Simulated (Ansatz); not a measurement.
The elements of this relaxed trial crystal are hidden behind letters.

```
lattice vectors (Å)
   3.5071    0.0000    0.0000
  -1.7536    3.0373    0.0000
   0.0000    0.0000    9.9299
fractional positions
X 0.6667 0.3333 0.7234
X 0.3333 0.6667 0.2234
Z 0.6667 0.3333 0.2840
Z 0.0000 0.0000 0.7268
Z 0.0000 0.0000 0.2268
Z 0.3333 0.6667 0.7840
Q 0.6667 0.3333 0.0069
Q 0.3333 0.6667 0.5069
```

All numbers below come from Ansatz, DFT PBE, scalar-relativistic, plane waves, PAW. Settings of the last relaxation (8-atom cell): 420 eV, 12×12×4 k points, Gaussian smearing of 0.10 eV, no spin polarisation.

- Space group: P6_3mc (No. 186)
- Conventional cell: a = 3.507 Å, c = 9.930 Å
- Volume per atom: 13.22 Å³
- Density: 5.44 g/cm³
- Formation energy: −0.56 eV/atom
- Gap on the 12×12×4 mesh of the 8-atom cell: 0 eV (a metal)

Energies are uncorrected and count from the elements' standard states at the same level.

Question: X is a d-block element of period 5, Z is an s-block element of period 1 and Q is a p-block element of period 4. Which elements are they?

Answer: X = Zr, Z = H, Q = Br, so the formula is ZrH2Br. Density times volume gives a mean mass of 5.44 × 13.22/1.6605 = 43.3 u per atom, and this set has 43.3 u. Around Zr lie 6 H at 2.03–2.11 Å and 4 Br at 2.81–2.95 Å; around H on its first site lie 3 H at 2.10 Å, 3 Zr at 2.11 Å, 1 Br at 2.75 Å and 3 Br at 3.00 Å; around Br lie 1 H at 2.75 Å, 4 Zr at 2.81–2.95 Å and 6 H at 2.98–3.00 Å; 1 more site not described. Other sets within the hints have nearly the same mass, so mass alone doesn't settle it; this one was computed.

Symmetry constrained the relaxation, so the result can be a saddle point. Another cell of ZrH2Br relaxed alike, in P6/mmm, lies 40 meV/atom lower, so this cell isn't the stable form at this level.
